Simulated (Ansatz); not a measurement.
Hf3Ge:
```cif
data_Ge8Hf24
_chemical_formula_sum 'Hf24 Ge8'
_space_group_name_H-M_alt 'P 1'
_space_group_IT_number 1
_cell_length_a 10.84858
_cell_length_b 10.84858
_cell_length_c 5.36272
_cell_angle_alpha 90.000
_cell_angle_beta 90.000
_cell_angle_gamma 90.000
loop_
_space_group_symop_operation_xyz
  'x, y, z'
loop_
_atom_site_label
_atom_site_type_symbol
_atom_site_fract_x
_atom_site_fract_y
_atom_site_fract_z
_atom_site_occupancy
Hf1 Hf 0.71623 0.81884 0.50489 1
Hf2 Hf 0.68116 0.21623 0.00489 1
Hf3 Hf 0.28377 0.18116 0.50489 1
Hf4 Hf 0.31884 0.78377 0.00489 1
Hf5 Hf 0.78377 0.68116 0.99511 1
Hf6 Hf 0.81884 0.28377 0.49511 1
Hf7 Hf 0.21623 0.31884 0.99511 1
Hf8 Hf 0.18116 0.71623 0.49511 1
Hf9 Hf 0.64057 0.47304 0.72083 1
Hf10 Hf 0.02696 0.14057 0.22083 1
Hf11 Hf 0.35943 0.52696 0.72083 1
Hf12 Hf 0.97304 0.85943 0.22083 1
Hf13 Hf 0.85943 0.02696 0.77917 1
Hf14 Hf 0.47304 0.35943 0.27917 1
Hf15 Hf 0.14057 0.97304 0.77917 1
Hf16 Hf 0.52696 0.64057 0.27917 1
Hf17 Hf 0.60675 0.91822 0.02683 1
Hf18 Hf 0.58178 0.10675 0.52683 1
Hf19 Hf 0.39325 0.08178 0.02683 1
Hf20 Hf 0.41822 0.89325 0.52683 1
Hf21 Hf 0.89325 0.58178 0.47317 1
Hf22 Hf 0.91822 0.39325 0.97317 1
Hf23 Hf 0.10675 0.41822 0.47317 1
Hf24 Hf 0.08178 0.60675 0.97317 1
Ge1 Ge 0.70408 0.45896 0.21403 1
Ge2 Ge 0.04104 0.20408 0.71403 1
Ge3 Ge 0.29592 0.54104 0.21403 1
Ge4 Ge 0.95896 0.79592 0.71403 1
Ge5 Ge 0.79592 0.04104 0.28597 1
Ge6 Ge 0.45896 0.29592 0.78597 1
Ge7 Ge 0.20408 0.95896 0.28597 1
Ge8 Ge 0.54104 0.70408 0.78597 1
```

This is the PBEsol-relaxed structure.

Problem. All from PBEsol in the plane-wave PAW code Ansatz, unless another level is named. Estimate the electronic character.

Solution. metallic (no gap).

Problem. Give the density of states at the Fermi level.

Solution. 0.86 states/eV per atom (mean over ±0.08 eV).

Problem. What about the formation energy from the elements (no fitted shifts)?

Solution. -0.52 eV/atom.

Space group P4_2/n. The workflow started from a Materials Project entry (that database holds measured and hypothetical structures alike); the Crystallography Open Database copy checked does not list it. Its standing as an ambient phase is unchecked. The cell was relaxed with PBEsol under the symmetry of its start; whether a distortion lowers the energy is not shown. The run is not spin-polarised. The references are the lowest solids computed at this level, not always the standard phases. Spin–orbit coupling is left out wherever it is not named.

Potentials: the later of the program's two PAW sets.
